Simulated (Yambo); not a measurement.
G0W0@PBEsol for a free-standing SrHI monolayer (symmetry P4/nmm, slab cell 20.5 Å high) in Yambo. Reference settings: 4×4×1 Γ-centred k mesh, 176 bands and a 6 Ry block in the screening, 176 bands in G with the Bruneval-Gonze terminator, plasmon pole fitted at 27.2 eV, slab-truncated Coulomb interaction, stochastic integration of W near q = 0. The PBEsol gap (0, 0.25) → Γ on this mesh is 3.80 eV; G0W0 gaps are taken between the same points.

The settings were changed. The gap went from 6.37 eV to 6.40 eV, and the shift of the valence edge from -1.35 eV to -1.20 eV.

Task: Name the change that produced these shifts.
(A) 65 bands in G, no terminator
(B) 112 bands in G
(C) pole fitted at 15 eV
(D) no terminator

Result: D, no terminator. The others gave (gap, valence shift): pole fitted at 15 eV: 6.35, -1.29 eV; 65 bands in G, no terminator: 6.41, -0.76 eV; 112 bands in G: 6.38, -1.32 eV.

Spin-orbit coupling is not included.

Geometry relaxed with PBEsol; primitive cell a = 4.2130 Å, b = 4.2130 Å, c = 20.5000 Å, α = 90.00°, β = 90.00°, γ = 90.00°.

This is a model layer cut from the bulk structure; whether it is stable on its own was not checked.

A shift is the quasiparticle energy of the state minus its PBEsol energy.
